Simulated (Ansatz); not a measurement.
Ag (fcc (Cu type), space group No. 225) at seven volumes, the program Ansatz at the PBE level (PAW), scaled uniformly. One row is withheld.

| V (Å³/atom) | P (GPa) |
|---|---|
| 16.239 | 11.23 |
| 16.774 | ? |
| 17.310 | 3.04 |
| 17.845 | 0.01 |
| 18.380 | -2.43 |
| 18.916 | -4.41 |
| 19.451 | -6.01 |

### Question
Fit the shown pressures and predict the withheld one.

### Answer
P = (3/2)B₀(x^(7/2) − x^(5/2))[1 + (3/4)(B′ − 4)(x − 1)] with x = (V₀/V)^(2/3). Least squares on the six rows gives V₀ = 17.849 Å³/atom, B₀ = 90.1 GPa, B′ = 5.87. At V = 16.774, x = 1.0423 and P = 6.71 GPa. The run itself gave 6.73 GPa.

Space group Fm-3m (fcc (Cu type)). The cell was relaxed with PBE under the symmetry of its start. The run is not spin-polarised.

Potentials: the earlier of the program's two PAW sets.
